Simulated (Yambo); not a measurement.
Yambo run on PbSe (rock salt, space group Fm-3m, No. 225). The wavefunctions are norm-conserving PBE (stringent potentials; Quantum ESPRESSO, 104 Ry, without SOC) ones on a 4×4×4 mesh (23 occupied bands); a = 4.3108 Å, b = 4.3108 Å, c = 4.3108 Å, α = 60.00°, β = 60.00°, γ = 60.00°.

Yambo input:

```
rim_cut
gw0
dyson
el_el_corr
HF_and_locXC
ppa
em1d
RandQpts= 1000000
RandGvec= 1 Ry
EXXRLvcs= 104 Ry
VXCRLvcs= 416 Ry
Chimod= "HARTREE"
% BndsRnXp
 14 | 267 |
%
NGsBlkXp= 9 Ry
% LongDrXp
 1.0 | 1.0 | 1.0 |
%
PPAPntXp= 27.2114 eV
% GbndRnge
 1 | 267 |
%
GTermKind= "BG"
DysSolver= "n"
ExtendOut
% QPkrange
 3 | 3 | 23 | 24 |
%
```

k points by index: 3 = L.

The o-*.qp file then holds:

```
#    K-point    Band    Eo [eV]    E [eV]    E-Eo [eV]    Vxc [eV]    Vnlxc [eV]    Sc|Eo [eV]    Sc|E [eV]    dSc/dw|Eo [eV]    Re(Z)    Im(Z)
#
    3    23    0.000000    -0.289461    -0.289461    -14.48375    -15.44721    0.598835    0.673998    -7.064332    0.793895    -0.001367
    3    24    0.254987    0.021834    -0.233153    -10.47662    -7.398492    -3.366751    -3.311277    -6.476954    0.807737    -0.001338
```
(The two width columns are left out.) Convergence of these settings isn't established.

Geometry relaxed with PBEsol.
